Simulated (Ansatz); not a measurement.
Here is the system:

SiGe:
Space group Pm-3m (No. 221); a = b = c = 3.1972 Å, α = β = γ = 90.00°

```
atom  site  symmetry       x       y       z
----  ----  --------  ------  ------  ------
Ge      1a      m-3m  0.0000  0.0000  0.0000
Si      1b      m-3m  0.5000  0.5000  0.5000
```

This is the PBEsol-relaxed structure.

Task: All from PBEsol (plane waves, PAW; program Ansatz), unless another level is named. Predict the electronic character.

Result: metallic (no gap).

Task: And the formation energy from the elements (no fitted shifts)?

Result: 0.41 eV/atom.

Task: Next, the density of states at the Fermi level?

Result: 0.48 states/eV per atom (mean over ±0.08 eV).

Task: Give the gap with spin–orbit coupling.

Result: none (metallic).

A made-up cell: these elements were put on the sites of a structure type; neither database checked (COD, Materials Project) lists it. Whether it is the stable phase at ambient conditions was not checked. Symmetry was held in the PBEsol relaxation. At this level the phase is mechanically unstable. The references are the lowest solids computed at this level, not always the standard phases. Spin–orbit coupling is left out wherever it is not named.

Potentials: the later of the program's two PAW sets.
